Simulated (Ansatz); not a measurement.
**SnI4O12, one structure, two calculations**

Cell: a measured structure from the Crystallography Open Database (COD), ions relaxed with PBE at fixed cell.

```cif
data_SnI4O12
_symmetry_space_group_name_H-M 'P-1'
_symmetry_Int_Tables_number 2
_cell_length_a 5.0576
_cell_length_b 6.2808
_cell_length_c 8.3865
_cell_angle_alpha 87.680
_cell_angle_beta 88.647
_cell_angle_gamma 89.031
loop_
_atom_site_label
_atom_site_type_symbol
_atom_site_symmetry_multiplicity
_atom_site_Wyckoff_symbol
_atom_site_fract_x
_atom_site_fract_y
_atom_site_fract_z
Sn Sn 1 b 0.0000 0.0000 0.5000
I2 I 2 i 0.5061 0.7763 0.2371
I4 I 2 i 0.9804 0.6996 0.8438
O6 O 2 i 0.7833 0.9589 0.2965
O8 O 2 i 0.3033 0.7954 0.4242
O10 O 2 i 0.8470 0.7455 0.6368
O12 O 2 i 0.8261 0.4351 0.8855
O14 O 2 i 0.6674 0.5284 0.2906
O16 O 2 i 0.7311 0.8623 0.9459
```

One atom of each set is listed.

First run. Method: Kohn–Sham DFT in Ansatz, PBE, plane waves and PAW, scalar-relativistic, 420 eV cutoff, Γ-centred 5×4×3 k-points, Fermi–Dirac smearing 0.02 eV.

```tsv
site	V_zz (10²¹ V/m²)	η
Sn	-5.51	0.51
I2	-51.8	0.49
I4	-50.2	0.19
O6	12.92	0.58
O8	14.47	0.37
O10	13.96	0.62
O12	14.71	0.45
O14	15.49	0.23
O16	13.13	0.30
```

Second run. The same atoms and settings, except that the functional is r2SCAN and the cutoff is 500 eV.

Task: Given the first result, estimate the second.

Result: 

```json
{"site": "Sn", "V_zz": "-5.42", "η": "0.47", "change of V_zz": "+0.09"}
{"site": "I2", "V_zz": "-56.0", "η": "0.49", "change of V_zz": "-4.19"}
{"site": "I4", "V_zz": "-53.5", "η": "0.19", "change of V_zz": "-3.31"}
{"site": "O6", "V_zz": "13.43", "η": "0.53", "change of V_zz": "+0.51"}
{"site": "O8", "V_zz": "14.97", "η": "0.34", "change of V_zz": "+0.50"}
{"site": "O10", "V_zz": "14.59", "η": "0.59", "change of V_zz": "+0.63"}
{"site": "O12", "V_zz": "15.45", "η": "0.42", "change of V_zz": "+0.74"}
{"site": "O14", "V_zz": "16.22", "η": "0.22", "change of V_zz": "+0.73"}
{"site": "O16", "V_zz": "13.86", "η": "0.28", "change of V_zz": "+0.73"}
```

The largest change of V_zz is on I2, from -51.8 to -56.0. In per cent, |V_zz| changes by -2 on Sn, +7 to +8 on I, +3 to +6 on O (all sites that start above 0.5). Isomer shifts (Sn against SnO₂, from the density at the nucleus and a line fitted to measured compounds for each functional; the lines scatter by about 0.1 mm/s, so smaller changes between functionals mean little): Sn 0.09 → 0.07 mm/s.

Without spin–orbit coupling the gradients at and beside I can be off by some per cent, at some sites by more.
For the second run: The largest force is 0.9 eV/Å, so the atoms aren't at the calculated equilibrium and relaxing them would move these values. With these PAW files V_zz is typically within 2 to 3 % of all-electron values, but misses above 10 % occur on I, Sn.
